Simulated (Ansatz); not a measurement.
A scan (energy over volume and axial ratio; atoms clamped) gave these values. Computed with PBE (plane waves to 420 eV, PAW, scalar-relativistic; Ansatz, a first-principles code).

| Quantity | Value |
|---|---|
| Modulus against c/a change at fixed volume, (3/4V)·∂²E/∂(ln c/a)² (fit, atoms clamped) | 33 GPa, an upper bound as the atoms could relax |

Q: Of these crystals, all scanned alike, which one is it?
(A) Ti (hcp, Mg type)
(B) Mg₃Sb₂ (A-La2O3 type, space group P-3m1)
(C) Se (trigonal-Se type, space group P3_121)

A: B, Mg₃Sb₂ (A-La2O3 type, space group P-3m1). The others have, for the modulus against c/a change at fixed volume, (3/4V)·∂²E/∂(ln c/a)²: Ti 58 GPa, Se 19 GPa

All were relaxed with their symmetry unable to fall. Spin-orbit coupling is left out. Ti is run without spin polarisation. As the atoms are clamped, bonds stretch with the cell, which overstates energies and stresses.

(A scan under strain: stresses follow from slopes of the energy per volume, elastic moduli from its curvatures.)
